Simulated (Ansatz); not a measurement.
CsSrF3 (cubic perovskite)

```
CsSrF3
1.0
    4.76395     0.00000     0.00000
    0.00000     4.76395     0.00000
    0.00000     0.00000     4.76395
Cs Sr F
1 1 3
Cartesian
  0.00000   0.00000   0.00000
  2.38197   2.38197   2.38197
  0.00000   2.38197   2.38197
  2.38197   0.00000   2.38197
  2.38197   2.38197   0.00000
```

The slice is a {110} plane (indices of the conventional cell) through the point (0.000, 0.000, 0.000) (fractional), spanned by u = [100] and v = [011] in vectors of this cell: u (4.76 Å) and v (6.74 Å, at 90° to u). It covers one period; positions are fractions (u, v).

These are r2SCAN (plane waves to 500 eV, PAW, scalar-relativistic; Ansatz, a first-principles code) values and carry that method's errors. k mesh 7×7×7. Near the nuclei the fields are pseudised (PAW); where an atom keeps semicore shells as valence, they peak there. CsSrF3 was relaxed with its symmetry unable to fall.

Q: Sketch the electron localisation function (ELF) on this plane as a map.

A: 
```
|xxxx8899997722000000002277999988xx|
|6688999999661100000000116699999988|
|9999999977220000000000002277999999|
|9999997733000000000000000033779999|
|6666552200000000000000000000225566|
|0000000000000000000000000000000000|
|0000000000000000000000000000000000|
|3333220000001144555544110000002233|
|8877662200117799999999771100226677|
|9999884400449999999999994400448899|
|xxxx995500559988xxxx889955005599xx|
|xxxx9966006699xxxxxxxx9966006699xx|
|xxxx995500559988xxxx889955005599xx|
|9999884400449999999999994400448899|
|8877662200117799999999771100226677|
|3333220000001144555544110000002233|
|0000000000000000000000000000000000|
|0000000000000000000000000000000000|
|6666552200000000000000000000225566|
|9999997733000000000000000033779999|
|9999999977220000000000002277999999|
|6688999999661100000000116699999988|
|xxxx8899997722000000002277999988xx|
|xxxx6699998833000000003388999966xx|
```
Scale: ten equal steps from 0.00 (start of '0') to 0.90 (end of '9'), in the order '0123456789'. Values: electron localisation function (ELF). The map has 17 points along u (two characters each, u = 0 at the left) and 24 along v (v = 0 in the bottom row). Points within 0.5 Å of a nucleus are blanked (x), as the pseudised field means little there.
